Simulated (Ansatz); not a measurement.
Ba2LaTaO6:
```
Ba2LaTaO6
1.0
    5.26655     3.04725     0.00000
   -5.26655     3.04725     0.00000
   -3.55190     0.00000     5.04354
Ba La Ta O
2 1 1 6
Direct
  0.24787   0.75213   0.74119
  0.75213   0.24787   0.25881
  0.00000   0.00000   0.00000
  0.50000   0.50000   0.50000
  0.69167   0.77036   0.68546
  0.30833   0.22964   0.31454
  0.77036   0.69167   0.31454
  0.22964   0.30833   0.68546
  0.27380   0.72620   0.20234
  0.72620   0.27380   0.79766
```

r²SCAN (plane waves, PAW; program Ansatz) gives a gap of 4.13 eV without spin–orbit coupling, maximum off the standard path, at k = (0.177, 0.490, 0.401), minimum at Y2.

### Question
What happens when spin–orbit coupling is switched on?

### Answer
The gap decreases by 0.02 eV, to 4.11 eV; maximum off the standard path, at k = (0.177, 0.490, 0.396), minimum at Y2.

### Question
Give the electron effective mass with spin–orbit coupling.

### Answer
0.50, 0.55, 8.1 mₑ (principal values).

### Question
Give the hole effective mass with spin–orbit coupling.

### Answer
0.96, 1.7, 4.5 mₑ (principal values).

Space group C2/m. The first step of the workflow began from a Materials Project structure, measured or hypothetical; the Crystallography Open Database copy checked does not list it. Its standing as an ambient phase is unchecked. The r²SCAN relaxation kept the symmetry of its start; its stability against distortions is not shown here. No spin polarisation was allowed.

Potentials: the later of the program's two PAW sets.
